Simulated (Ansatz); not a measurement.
A relaxed structure of La2O3. All values below come from r2SCAN (plane waves to 500 eV, PAW, scalar-relativistic; Ansatz, a program for electronic structure).

```xyz
5
Lattice="3.9351 0.0000 0.0000 -1.9676 3.4079 0.0000 0.0000 0.0000 6.1262" Properties=species:S:1:pos:R:3 pbc="T T T"
La     0.0000     2.2719     4.5709
La     1.9676     1.1360     1.5553
O      0.0000     0.0000     3.0631
O      0.0000     2.2719     0.8952
O      1.9676     1.1360     5.2310
```

Question: Determine the symmetry and give the standard cell with its independent sites.

Answer: Space group P-3m1 (No. 164); a = 3.9351 Å, b = 3.9351 Å, c = 6.1262 Å, α = 90.00°, β = 90.00°, γ = 120.00°

| atom | site | symmetry | x | y | z |
|---|---|---|---|---|---|
| La | 2d | 3m. | 0.6667 | 0.3333 | 0.2539 |
| O | 1b | -3m. | 0.0000 | 0.0000 | 0.5000 |
| O | 2d | 3m. | 0.3333 | 0.6667 | 0.1461 |

Question: Give the shortest distances between elements (the closest pairs, up to four, under 3.6 Å).

Answer: La–O 2.37 Å; O–O 2.89 Å.

- Volume per atom: 16.43 Å³
- Band gap: 4.23 eV, indirect (valence top at L, conduction bottom at K) (no spin-orbit coupling)
- Smallest direct gap: 4.35 eV at K

No spin polarisation in the result.

It was reached from a disturbed copy of a Fmmm (No. 69) cell, against which it lies -1.43 eV/atom.

The first start was generated by a random draw of sites in a space group. Materials Project lists a structure of La2O3 in the same space group, P-3m1 (No. 164); the sites were not compared with it, nor with measured phases.
